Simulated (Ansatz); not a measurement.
Polymorphs of InSb, each relaxed with r²SCAN in the plane-wave PAW code Ansatz:

A: NiAs type (P6_3/mmc), a = b = 4.2348 Å, c = 7.3473 Å, α = β = 90.00°, γ = 120.00°

B: P6_3mc, a = 4.6296 Å, b = 4.6296 Å, c = 15.1862 Å, α = 90.00°, β = 90.00°, γ = 120.00°

C: P6_422, a = 4.638 Å, b = 4.638 Å, c = 10.182 Å, α = 90.00°, β = 90.00°, γ = 120.00°

D: zinc blende (F-43m), a = b = c = 6.557 Å, α = β = γ = 90.00°

### Question
Order them by energy per atom at 0 K (lowest first) at the level r²SCAN.

### Answer
D (+0 meV/atom), B (+5 meV/atom), C (+129 meV/atom), A (+229 meV/atom)

Typed or built starts, not in the databases checked: A; B; C. Not the usual ambient phase: A; B; C. All cells were relaxed under the symmetry of their starts (and spin orders); stability against distortions was not tested throughout. Scalar-relativistic: spin–orbit coupling is off unless named, which matters more the heavier the elements.

Energies hold the estimated change up to a 700 eV cutoff; steps of a few meV lie near the error of the meshes.

Potentials: the earlier of the program's two PAW sets.
